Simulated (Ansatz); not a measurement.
Input file for Ansatz (an electronic-structure program):

Ansatz 0.2 input:
```yaml
crystal:
  lattice:
    - [3.6380896737, 0.0, 0.0]
    - [0.0, 3.6380896737, 0.0]
    - [0.0, 0.0, 3.6380896737]
  atoms:
    - { symbol: Mg, position: [0.0, 0.0, 0.0] }
    - { symbol: Tl, position: [0.5, 0.5, 0.5] }
kpoints:
  mp_grid: { grid: [8, 8, 8] }
  band_path:
    path:
      - [[0.0, 0.0, 0.0], [0.0, 0.5, 0.0], [0.5, 0.5, 0.0], [0.0, 0.0, 0.0], [0.5, 0.5, 0.5], [0.0, 0.5, 0.0]]  # Γ-X-M-Γ-R-X
      - [[0.5, 0.5, 0.5], [0.5, 0.5, 0.0]]  # R-M
    npoints: 12
hamiltonian:
  xc: r2scan
  pseudopotentials: { kind: paw }
magnetization: { noncollinear: true, spin_orbit: true }
scf:
  n_extra_bands: 13
  convergence: { dr2_threshold: 0.0000000001 }
  occupations: { method: gaussian, width: 0.05 }
output: { eigenvalues: true }
```

Output (shortened):

```
Pseudopotential: Mg, paw_fr, valence charge 10
Pseudopotential: Tl, paw_fr, valence charge 13
Functional definition: r2SCAN
non-collinear run that drives no moment, with spin-orbit …
Crystal: 2 atoms, lattice volume = 48.153 Å³
Basis set: ecut = 500 eV, 1213 PW (Γ), exchange–correlation on 108×108×108 points (64 copies of the dense FFT grid, shifted against one another)
Bands: 36, of which v1, the nominal top of the filled ones, is band 23 counted from 1 (22 counted from 0)
Symmetry: 48 space group operations + 48 with time reversal
k-points: 35 of 512
Projection manifold: j_resolved (fully-relativistic pseudo-atomic orbitals)
iter 1 solved again at ethr=7.97e-4 eV; its pass at ethr=3.10e-3 eV (dr2=1.83e-1 eV) is discarded
SCF iter   1: F=—  HF=-13352.052229 eV  |F-HF|=—  |Δ(HF+E_count)|=         —  Δρ=2.19e-2  dr2=1.91e-1  dr2_τ=4.24e-4  dr2_m=0.00e0 (ungated)  ethr=7.97e-4  |M|=0.00e0 ∫|m|=0.00e0 μB  |m|>n=0.0e0 m-floor=0.0e0 τ_xc=0.0e0  β_m=0.30  ⟨swp⟩=2.5  Hψ=4268  notcnv=0  defer=4
preconditioner: auto → none
SCF iter   2: F=—  HF=-13352.088110 eV  |F-HF|=—  |Δ(HF+E_count)|=   3.59e-2  Δρ=1.41e-2  dr2=7.09e-2  dr2_τ=6.88e-4  dr2_m=0.00e0 (ungated)  ethr=7.97e-4  |M|=0.00e0 ∫|m|=0.00e0 μB  |m|>n=0.0e0 m-floor=0.0e0 τ_xc=0.0e0  β_m=0.50  ⟨swp⟩=3.3  Hψ=1152  notcnv=0  defer=18
SCF iter   3: F=—  HF=-13352.136166 eV  |F-HF|=—  |Δ(HF+E_count)|=   4.81e-2  Δρ=4.12e-3  dr2=6.24e-3  dr2_τ=1.90e-4  dr2_m=0.00e0 (ungated)  ethr=3.08e-4  |M|=0.00e0 ∫|m|=0.00e0 μB  |m|>n=0.0e0 m-floor=0.0e0 τ_xc=0.0e0  β_m=0.60  ⟨swp⟩=3.0  Hψ=1096  notcnv=0  defer=110
SCF iter   4: F=—  HF=-13352.140411 eV  |F-HF|=—  |Δ(HF+E_count)|=   4.24e-3  Δρ=3.42e-4  dr2=2.95e-5  dr2_τ=7.69e-7  dr2_m=0.00e0 (ungated)  ethr=2.71e-5  |M|=0.00e0 ∫|m|=0.00e0 μB  |m|>n=0.0e0 m-floor=0.0e0 τ_xc=0.0e0  β_m=0.69  ⟨swp⟩=2.9  Hψ=992  notcnv=0  defer=114
SCF iter   5: F=—  HF=-13352.140440 eV  |F-HF|=—  |Δ(HF+E_count)|=   2.88e-5  Δρ=7.16e-5  dr2=1.86e-6  dr2_τ=2.86e-8  dr2_m=0.00e0 (ungated)  ethr=1.28e-7  |M|=0.00e0 ∫|m|=0.00e0 μB  |m|>n=0.0e0 m-floor=0.0e0 τ_xc=0.0e0  β_m=0.72  ⟨swp⟩=2.0  Hψ=831  notcnv=0  defer=114
SCF iter   6: F=—  HF=-13352.140444 eV  |F-HF|=—  |Δ(HF+E_count)|=   3.73e-6  Δρ=1.38e-5  dr2=9.30e-8  dr2_τ=8.67e-10  dr2_m=0.00e0 (ungated)  ethr=8.09e-9  |M|=0.00e0 ∫|m|=0.00e0 μB  |m|>n=0.0e0 m-floor=0.0e0 τ_xc=0.0e0  β_m=0.86  ⟨swp⟩=2.1  Hψ=853  notcnv=0  defer=116
SCF iter   7: F=—  HF=-13352.140444 eV  |F-HF|=—  |Δ(HF+E_count)|=   2.18e-7  Δρ=1.77e-6  dr2=1.11e-9  dr2_τ=2.16e-11  dr2_m=0.00e0 (ungated)  ethr=4.05e-10  |M|=0.00e0 ∫|m|=0.00e0 μB  |m|>n=0.0e0 m-floor=0.0e0 τ_xc=0.0e0  β_m=0.89  ⟨swp⟩=2.0  Hψ=834  notcnv=0  defer=116
SCF iter   8: F=-13352.140444 eV  HF=-13352.140444 eV  |F-HF|=3.27e-11  |Δ(HF+E_count)|=   1.79e-9  Δρ=2.95e-7  dr2=2.33e-11  dr2_τ=3.87e-13  dr2_m=0.00e0 (ungated)  ethr=1.00e-12  |M|=0.00e0 ∫|m|=0.00e0 μB  |m|>n=0.0e0 m-floor=0.0e0 τ_xc=0.0e0  ⟨swp⟩=7.0  Hψ=2289  notcnv=0
SCF 1 converged in 8 iterations: F = -13352.140444 eV  dr2 = 2.33e-11
NSCF: frozen V_eff on 74 k-points
SCF converged after 8 iterations
Magnetization: |M| = 0.0000 μB,  M = (+0.0000, +0.0000, +0.0000) μB
Absolute magnetization: 0.0000 μB (∫|m|)
  site 0: m = (+0.0000, +0.0000, +0.0000) μB, |m| = 0.0000 μB  (R = 1.30 Å)
  site 1: m = (+0.0000, +0.0000, +0.0000) μB, |m| = 0.0000 μB  (R = 1.30 Å)
Free energy (F): -13352.140444 eV
Harris-Foulkes:  -13352.140444 eV  (|F-HF|=3.27e-11)
Internal energy: -13352.139580 eV  (E = F + TS)
E sigma→0 (E₀):  -13352.140012 eV
Entropy (-TS):   -0.000863 eV (-0.432 meV/atom)
Fermi energy:    9.166853 eV
--- Per-component energies (eV) ---
  E_band       = -358.268195
  E_kinetic    = 410.513314
  E_local      = -2426.261978  (includes V_loc(G=0)·N_el)
  E_nonlocal   = 411.613834
  E_hartree    = 876.296340
  E_xc         = -244.875065
  E_vxc        = -196.491118  (∫ρ·V_xc dr)
  E_paw        = -10457.329806  (= ΣΔE_a)
  E_vpaw       = -325.392282  (= ΣTr[D̂ρ^β])
  E_aug_tail   = 0.000017  (compensation charges beyond the density's cutoff)
  E_vtau       = 15.157429  (kinetic-family band-sum trace: ∫τ·v_τ [+ j·A + Jᵃ·Aᵃ] dr)
  E_ewald      = -1923.077843
  E_core_change = 0.981607  (= ΣΔE_core)
  E_smearing   = -0.000863  (= −TS)
  E_closure    = 0.000000  (closes the sum)
  Σ components = -13352.140444   (vs F -13352.140444, Δ=0.00e0)
  [band-id]    e_kinetic+e_local+e_nonlocal+2·e_hartree+e_vxc+e_vpaw+e_augmentation_tail+e_vtau = -358.268105   (vs E_band -358.268195, Δ=9.04e-5)
--- Band table (eV; the first three rows and the last of 35) ---
  k-point 0: bands = ["-70.6220", "-70.6220", "-35.9120", "-35.9120", "-35.6221", "-35.6221", "-35.6221", "-35.6221", "-4.1151", "-4.1151", "-4.1151", "-4.1151", "-1.9931", "-1.9931", "-1.9931", "-1.9931", "-1.7520", "-1.7520", "-0.8639", "-0.8639", …
  k-point 1: bands = ["-70.6220", "-70.6220", "-35.9122", "-35.9122", "-35.6225", "-35.6225", "-35.6221", "-35.6221", "-4.1153", "-4.1153", "-4.1051", "-4.1051", "-1.9926", "-1.9926", "-1.9791", "-1.9791", "-1.7669", "-1.7669", "-0.6695", "-0.6695", "9.6206", …
  k-point 2: bands = ["-70.6220", "-70.6220", "-35.9125", "-35.9125", "-35.6233", "-35.6233", "-35.6220", "-35.6220", "-4.1159", "-4.1159", "-4.0859", "-4.0859", "-1.9946", "-1.9946", "-1.9497", "-1.9497", "-1.7990", "-1.7990", "-0.0801", "-0.0801", "7.2225", …
  k-point 34: bands = ["-70.6216", "-70.6216", "-35.9150", "-35.9150", "-35.6252", "-35.6252", "-35.6252", "-35.6252", "-4.0944", "-4.0944", "-4.0944", "-4.0944", "-2.1430", "-2.1430", "-1.7409", "-1.7409", "-1.7409", "-1.7409", "5.5464", "5.5464", "7.9728", …
```

Cost: very roughly 40 core-seconds on shared cores.

Space group Pm-3m (CsCl type). The workflow started from an entry of the Crystallography Open Database (COD). Its standing as an ambient phase is unchecked. The cell was relaxed with r²SCAN under the symmetry of its start; whether a distortion lowers the energy is not shown.

Potentials: the later of the program's two PAW sets.

Ansatz is a plane-wave DFT program.
